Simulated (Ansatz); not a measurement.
In₃GaAs₄, ordered on the zincblende lattice (Cm) with 8 atoms a cell: an Ansatz output whose functional has been blanked. The geometry is the r2SCAN minimum.

```
Ga In As
1.0
     7.03227   -2.12019    0.00377
     7.03227    2.12019    0.00377
    -1.27471    0.00000    7.24113
Ga In As
1 3 4
Direct
  0.00018 0.00018 0.99917
  0.49998 0.49998 0.49987
  0.25212 0.25212 0.75581
  0.74736 0.74736 0.24416
  0.55641 0.55641 0.17078
  0.06140 0.06140 0.70239
  0.82268 0.82268 0.94133
  0.30986 0.30986 0.43650
```

```
scf.n_extra_bands = 6 over 56 filled bands (N_el = 112.0): the run solves 62 bands
Pseudopotential: Ga, paw, valence charge 13, recommended cutoff 420 eV
Pseudopotential: In, paw, valence charge 13, recommended cutoff 420 eV
Pseudopotential: As, paw, valence charge 15, recommended cutoff 420 eV
Crystal: 8 atoms, lattice volume = 215.948 Å³
Basis set: ecut = 420 eV, 4229 PW (Γ)
Symmetry: 2 space group operations
Space group: Cm (ITA 8)
k-points: 14 of 32 (time reversal used)
[warm-up without exact exchange]
SCF 1 converged in 13 iterations: F = -40002.961434 eV  dr2 = 4.49e-10
[exact exchange on]
preconditioner: auto → none  [insulator: Δε(μ)=0.317 eV  σ=0.020 eV  ℏωp=21.4 eV]
SCF 2 stopped early in 6 iterations: F = -40020.352637 eV  dr2 = 1.25e-6
hybrid outer 1: dexx = +4.842e-2 eV, tail = 2.70e-4 eV
SCF 3 converged in 7 iterations: F = -40020.353318 eV  dr2 = 3.33e-10
hybrid outer 2: dexx = +3.679e-6 eV, tail = 8.76e-8 eV, Δε = 3.37e-3 eV, ΔF = 3.47e-3 eV/Å
SCF 4 converged in 2 iterations: F = -40020.353318 eV  dr2 = 1.23e-9
hybrid outer 3: dexx = +3.055e-9 eV, tail = 3.35e-9 eV, Δε = 6.35e-5 eV, ΔF = 3.52e-5 eV/Å
hybrid SCF converged: 3 outer / 15 inner (+13 warm-up)
Free energy (F): -40020.353318 eV
Fermi energy:    7.483615 eV
--- Per-component energies (eV) ---
  E_band       = -1552.199562
  E_kinetic    = 1254.238233
  E_local      = -13947.977430
  E_nonlocal   = -1155.160053
  E_hartree    = 6828.829184
  E_xc         = -822.334386
  E_vxc        = -536.876772
  E_exx        = -389.882338
  E_paw        = -21633.233741
  E_vpaw       = -44.314668
  E_ewald      = -10153.437748
  E_core_change = -1.395043
--- Forces (eV/Å), atoms counted from 1 ---
  atom   1  Ga      0.00249      0.00000    -0.00620
  atom   2  In    -0.00978      0.00000    -0.02946
  atom   3  In    -0.00670      0.00000    -0.02500
  atom   4  In    -0.01033      0.00000    -0.01757
  atom   5  As      0.02256      0.00000      0.06259
  atom   6  As      0.03128      0.00000    -0.01947
  atom   7  As    -0.04220      0.00000      0.01449
  atom   8  As      0.01267      0.00000      0.02061
--- Stress (GPa, compression-positive) ---
       -0.099943       0.000000       0.021759
        0.000000       0.399042       0.000000
        0.021759       0.000000      -0.155284
  P = ⅓ Tr σ = 0.0479 GPa (0.479 kbar)
--- Band table (eV; the first three rows and the last of 14) ---
  k-point 0: bands = […, 5.4438, 6.1305, 6.2071, 7.1990, 7.2302, 7.2570, 7.7047, 8.8526, 9.9712, 10.3575, …]
  k-point 1: bands = […, 5.2918, 5.7628, 6.1170, 6.1800, 6.2676, 6.3306, 9.6921, 10.2790, 10.3737, 10.6138, …]
  k-point 2: bands = […, 4.3643, 4.7931, 5.3956, 5.5381, 6.1346, 6.7412, 9.8710, 10.5411, 10.7594, 11.4152, …]
  k-point 13: bands = […, 5.1350, 5.3329, 5.4654, 5.5246, 6.4846, 6.6922, 9.4958, 10.1543, 10.2179, 10.2839, …]
```

bands.tsv, columns around the gap (it counts bands from 0):
```tsv
# k_distance	band_51	band_52	band_53	band_54	band_55	band_56	band_57	band_58	band_59
# fermi_ev = 7.483615
# [0, 0, 0] at k_distance = 0.000000
# [-0.2734245664, 0.2734245664, 0] at k_distance = 0.810293
# [0.2734245664, 0.7265754336, 0] at k_distance = 1.284632
# [0.5, 0.5, 0] at k_distance = 1.956087
# [0.5, 0.5, -0.5] at k_distance = 2.389901
# [0.2656796423, 0.7343203577, -0.5] at k_distance = 3.084308
# [-0.2656796423, 0.2656796423, -0.5] at k_distance = 3.547297
# [0, 0, -0.5] at k_distance = 4.334637
# [0, 0.5, -0.5] at k_distance = 5.109444
# [0.05, 0.05, -0.05] at k_distance = 5.951917
# levels_relative_to = fermi_ev
0.000	-1.353	-1.276	-0.285	-0.253	-0.227	0.221	1.369	2.488	2.874
0.810	-3.091	-2.900	-2.206	-2.070	-1.550	2.599	2.796	3.034	4.402
1.285	-3.091	-2.900	-2.206	-2.070	-1.550	2.599	2.796	3.034	4.402
1.956	-1.330	-1.021	-0.895	-0.764	-0.741	1.163	1.496	1.912	2.012
2.390	-2.151	-2.018	-1.959	-0.999	-0.791	2.012	2.671	2.734	2.800
3.084	-2.568	-2.403	-2.324	-1.619	-1.542	2.089	2.140	2.374	2.526
3.547	-2.568	-2.403	-2.324	-1.619	-1.542	2.089	2.140	2.374	2.526
4.335	-1.721	-1.367	-1.304	-1.216	-1.153	2.209	2.795	2.890	3.130
5.109	-2.755	-2.263	-2.036	-1.322	-1.294	1.308	1.877	2.299	2.516
5.952	-1.405	-1.289	-0.562	-0.302	-0.233	0.488	1.435	2.484	2.875
```
In order the rows are Γ, C, C₂, Y₂, M₂, D, D₂, A, L₂, Γ–M₂ (0.10).

Problem. Which level of theory was used?
A. DDH-PBE0
B. r2SCAN0
C. HSE06
D. PBE0

Solution. C. HSE06. The exchange loop and the term E_exx show exact exchange. The HSE06 gap is direct at Γ: 0.45 eV. Among hybrids the size of the gap and of E_exx follows the share and range of exact exchange. The stress of a hybrid is loosely converged here. The log narrows the family; the member has to be judged from the numbers.

Run as `ansatz run input.yaml --threads 4 --pin off --max-ram 6451MiB --backend cpu --events-out ev --progress --plain --runs-dir out`. It took 5.3 min on 4 threads of Arm Neoverse V1 (shared host); peak host memory 4.2 GiB.

The calculation is spin-unpolarised, and the structure need not be a phase that has been made.

Spin-orbit coupling is left out, which matters wherever the heavy atoms make up the band edges.

The meshes of the hybrids are coarse, so their gaps aren't converged to the digits shown.
